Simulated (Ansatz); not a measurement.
Consider the following.

CdTe (zinc blende)

```yaml
crystal:
  lattice:
    - [0.00000, 3.27881, 3.27881]
    - [3.27881, 0.00000, 3.27881]
    - [3.27881, 3.27881, 0.00000]
  atoms:
    - { symbol: Te, position: [0.75000, 0.75000, 0.75000] }
    - { symbol: Cd, position: [0.00000, 0.00000, 0.00000] }
```

Scan: atom 1 (Te, nearest neighbour Cd at 2.840 Å; its periodic images, 4.6 Å or more away, move with it) is displaced along Cartesian [111], direction (0.577, 0.577, 0.577) in Cartesian axes, by s. The other atoms stay.

Computed with r2SCAN (plane waves to 500 eV, PAW, scalar-relativistic; Ansatz, a first-principles code). k mesh 7×7×7 (Γ-centred), Fermi-Dirac smearing 0.05 eV. The energy includes the smearing's −TS. Left out: 1 of 11 points, with atoms too close for the PAW data. CdTe was relaxed with its symmetry unable to fall. Spin-orbit coupling is left out, though Te is heavy. ΔE is measured from the undisplaced structure.

The scan covers s from -0.850 to 0.680 Å in 10 points.

Q: Is this a single well or a double well?

A: A single well with its minimum at or next to zero displacement.

Q: Is the energy the same for displacements of ±0.680 Å, and if not, which side lies higher?

A: Not even: the positive side lies higher at ±0.680 Å. With its periodic images moving along, the atom's site symmetry in this cell is -43m.

Q: What force acts on the atom along the line at s = -0.850 Å?

A: 0.362 eV/Å.

Q: What is the energy change at s = 0.680 Å?

A: 2475 meV/cell.

Q: What is the force constant k = d²E/ds² of this move at s = 0?

A: 4.05 eV/Å².

(For displaced atoms, the force is minus the slope of the energy, and its curvature is a force constant, which sets phonon frequencies.)
